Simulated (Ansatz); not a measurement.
Clean, relaxed (001) surface of LaI₂, space group I4/mmm (No. 139) (top face towards +c; held atoms: 1, 2, 3):

```
CELL_PARAMETERS angstrom
3.95990 0.00000 0.00000
0.00000 3.95990 0.00000
0.00000 0.00000 28.11707
ATOMIC_POSITIONS crystal
I 0.00000 0.00000 0.30231
La 0.50000 0.50000 0.36997
I 0.00000 0.00000 0.43763
I 0.50000 0.50000 0.56237
La 0.00000 0.00000 0.63003
I 0.50000 0.50000 0.69769
```

These are results of Ansatz, DFT r2SCAN, scalar-relativistic, plane waves, PAW, not measurements. Settings: cutoff 500 eV, Γ-centred mesh 7×7×1 on the computed 6-atom cell, Gaussian smearing of 0.10 eV; no spin polarisation. The cell repeats along c with a dipole correction in the vacuum.

S (atom) is put at the top (I) at (0.50, 0.50) site, one adsorbate per 15.7 Å², and relaxed. The adsorption energy is E(slab + adsorbate) − E(slab) − E(free adsorbate, spin-polarised where open-shell). Heights count from the highest slab atom after relaxation. Bonded neighbours lie within 1.25 times the sum of covalent radii. With the adsorbate the cell is lengthened along c to keep the vacuum.

Question: How strongly does it bind, and where does its anchoring atom end?

Answer: -0.15 eV; at (0.50, 0.50), 1 bonded neighbour.

Question: How high does its anchoring atom sit over the highest slab atom, and what is the shortest contact with the surface?

Answer: 2.30 Å; S–I 2.30 Å.

Question: The clean face has a work function of 3.81 eV. How does the adsorbate change it?

Answer: By +2.18 eV.

Each end is the local minimum or symmetric point that its start leads to. On a slab this thin, differences under about 0.1 eV aren't settled.

The adsorbed runs have no spin polarisation, so weakly bound open-shell ends lie too high.

Spin-orbit coupling is left out, which matters for the bands of heavy elements. The MoSi2 structure is a prototype's; whether LaI2 takes it wasn't checked.

For this end the change of work function follows from the dipole (Helmholtz): Δφ = −(e/ε0)·Δp/A = −180.95 V·Å × (-0.189 e·Å) / 15.7 Å² = +2.18 eV, against +2.18 eV computed; strictly the dipole sets the difference between the two faces. The added dipole points into the slab (negative end outward), which raises the work function.
